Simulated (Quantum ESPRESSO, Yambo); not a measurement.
CaC₂ (space group I4/mmm, No. 139) under isotropic strain of +1 % on all lattice vectors. The PBEsol cell relaxed from Materials Project entry mp-2482 was given an isotropic strain of +1 % on all lattice vectors, and the atoms were relaxed again. Chain: PBEsol (Quantum ESPRESSO, PseudoDojo norm-conserving, 82 Ry, scalar-relativistic); G0W0 in Yambo (6×6×6 Γ-centred k mesh, 88 bands and a 8 Ry block in the screening, 88 bands in G with the Bruneval-Gonze terminator, plasmon pole fitted at 27.2 eV); BSE (10×10×10 mesh, 4 valence and 2 conduction bands, static screening with 26 bands and a 4 Ry block, scissor 1.98 eV, Tamm-Dancoff).

```json
{
 "PBEsol gap (dense path)": "1.14 eV",
 "PBEsol gap Z → X on the GW mesh": "1.14 eV",
 "PBEsol smallest direct gap on the GW mesh, at X": "2.22 eV",
 "G0W0 direct gap at that point": "4.20 eV",
 "G0W0 correction to the gap Z → X": "1.85 eV",
 "direct gap on the BSE mesh, with the scissor": "4.20 eV",
 "first BSE state allowed for light along x": "4.03 eV",
 "lowest BSE state": "3.74 eV",
 "binding_of_the_lowest_exciton": "0.46 eV"
}
```

Rough cost of the Yambo steps against G0W0 for 6 states: BSE about 1/2.

Convergence of the G0W0 settings was not tested. The BSE states are vertical excitations (zero momentum); the indirect quasiparticle gap, about 2.99 eV, is smaller than the direct one (4.20 eV on the GW mesh). Convergence of the binding with the mesh was not shown. Axes are Cartesian, with cell vectors (Å) (-1.93, 1.93, 3.20), (1.93, -1.93, 3.20), (1.93, 1.93, -3.20).

The structure is a Materials Project entry; no match was found in the copy of COD used, and its stability was not checked.
